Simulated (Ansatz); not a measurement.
Notes on LiBiBr

```xyz
6
Lattice="3.9852 0.0000 0.0000 0.0000 3.9852 0.0000 0.0000 0.0000 8.2203" Properties=species:S:1:pos:R:3 pbc="T T T"
Li    0.0000    0.0000    0.0000
Li    1.9926    1.9926    0.0000
Br    0.0000    1.9926    5.3679
Br    1.9926    0.0000    2.8525
Bi    0.0000    1.9926    1.2659
Bi    1.9926    0.0000    6.9544
```

The numbers come from plane-wave PAW DFT (Ansatz): PBE, no spin polarisation, 420 eV, 7×7×3 Γ-centred k points, gaussian occupations (width 0.015 eV). Nothing was relaxed.

Task: How is the charge shared?

Result: Bader charges in e: Li +0.76, Bi -0.31, Br -0.45. In the mean Li gives up most and Br takes most.

Task: Is the cell too large or too small?

Result: The pressure is 16.4 GPa (compression positive), so with the atoms held at these fractions the cell would first expand; the forces are large, so a full relaxation may end otherwise. The principal stresses 12.0, 18.6, 18.6 GPa differ, so its shape would change too.

Task: Is there a gap?

Result: It is a metal, with about 2.7 states/eV a cell as the mean within 0.25 eV of the Fermi level, mostly Bi p (58 %) and Br p (34 %).

Task: Which atom feels the largest force, and which way?

Result: The largest is on Bi5 (and as large on other atoms): 2.57 eV/Å, components (0.00, 0.00, 2.57). It makes 122° with the line to a nearest neighbour, Li1 at 2.36 Å.

Origin: a known structure type with other elements, at an estimated volume, so it need not be a known compound. Caveats: many states at the Fermi level without spin polarisation, so a magnetic state may lie lower; atoms or cell far from equilibrium.
